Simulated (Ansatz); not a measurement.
LiTaO3 (LiNbO3 type, space group R3c)

```
LiTaO3
1.0
    2.59590     1.49875     4.64067
   -2.59590     1.49875     4.64067
    0.00000    -2.99749     4.64067
Li Ta O
2 2 6
Cartesian
  0.00000   0.00000   9.82427
  0.00000   0.00000   2.86327
  0.00000   0.00000  13.75178
  0.00000   0.00000   6.79078
 -0.63224   1.45705   8.15027
  1.57796  -0.18099   8.15027
 -0.94572  -1.27606   8.15027
  1.01794   1.31775   5.82993
  0.63224  -1.54044   5.82993
 -1.65018   0.22269   5.82993
```

Equation-of-state scan: isotropic scaling of the cell above, V₀ being its volume. The atoms relax within the cell's symmetry.

Calculation: PBE (plane waves to 420 eV, PAW, scalar-relativistic; Ansatz, a program for electronic structure). k mesh 8×8×8 (Γ-centred), Fermi-Dirac smearing 0.05 eV. Compression counts positive. LiTaO3 is run without spin polarisation. LiTaO3 was relaxed with its symmetry unable to fall. Spin-orbit coupling is left out, though Ta is heavy.

At one point of the scan the stress tensor (GPa) is:

```
    4.1      0.0      0.0
    0.0      4.1      0.0
    0.0      0.0      4.8
```

Task: Which point is it?
A. V/V₀ = 0.968
B. V/V₀ = 0.904
C. V/V₀ = 0.936
D. V/V₀ = 0.872

Result: A, V/V₀ = 0.968

(A scan under strain: stresses follow from slopes of the energy per volume, elastic moduli from its curvatures.)
